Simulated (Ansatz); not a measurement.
**Bi2Pd: frozen-core PAW against all-electron methods**

```
CELL_PARAMETERS angstrom
-1.68100 1.68100 6.49150
1.68100 -1.68100 6.49150
1.68100 1.68100 -6.49150
ATOMIC_POSITIONS crystal
Bi 0.36300 0.36300 0.00000
Bi 0.63700 0.63700 0.00000
Pd 0.00000 0.00000 0.00000
```

Atom numbers follow the list: Bi1, Bi2, Pd3.

The cell is COD entry 9012857, as deposited and not checked against the literature; nothing was relaxed.

Spin polarisation is left out, and whether a magnetic state lies lower isn't shown here.

Spin–orbit coupling is left out, though it moves levels of the heavy atoms by tenths of an eV or more.

Levels of theory: DFT, PBEsol, PAW with Ansatz's default frozen-core files, scalar-relativistic (Ansatz 0.2.0); DFT, PBEsol, all-electron LAPW, scalar-relativistic (Ansatz 0.2.0).

For PAW: a Γ-centred 15×15×15 k mesh, Fermi–Dirac smearing of 0.08 eV, cutoff 420 eV, no spin polarisation; the PAW files were made with PBE, and the program remakes their frozen cores for this functional. LAPW targets a basis error of 1 meV/atom. The Ansatz runs share mesh, smearing and spin set-up. Plane-wave (PAW) pressures include the program's estimate of the Pulay term.

Stress and pressure are positive in compression.

Levels count from the Fermi level.

PAW results:

```json
{"quantity": "pressure (GPa)", "PAW": "-1.24"}
{"quantity": "stress xx (GPa)", "PAW": "-1.09"}
{"quantity": "stress zz (GPa)", "PAW": "-1.54"}
{"quantity": "force on Bi1, z (eV/Å)", "PAW": "0.123"}
{"quantity": "highest filled level at M (eV)", "PAW": "-1.666"}
{"quantity": "lowest empty level at M (eV)", "PAW": "1.543"}
{"quantity": "highest filled level at P (eV)", "PAW": "-0.300"}
{"quantity": "lowest empty level at P (eV)", "PAW": "1.028"}
{"quantity": "highest filled level at Γ (eV)", "PAW": "-2.538"}
{"quantity": "lowest empty level at Γ (eV)", "PAW": "1.676"}
```

Question: What does full-potential LAPW give for the same quantities?

Answer: 
| quantity | LAPW |
| --- | --- |
| pressure (GPa) | -1.23 |
| stress xx (GPa) | -1.08 |
| stress zz (GPa) | -1.52 |
| force on Bi1, z (eV/Å) | 0.124 |
| highest filled level at M (eV) | -1.667 |
| lowest empty level at M (eV) | 1.542 |
| highest filled level at P (eV) | -0.300 |
| lowest empty level at P (eV) | 1.028 |
| highest filled level at Γ (eV) | -2.539 |
| lowest empty level at Γ (eV) | 1.675 |
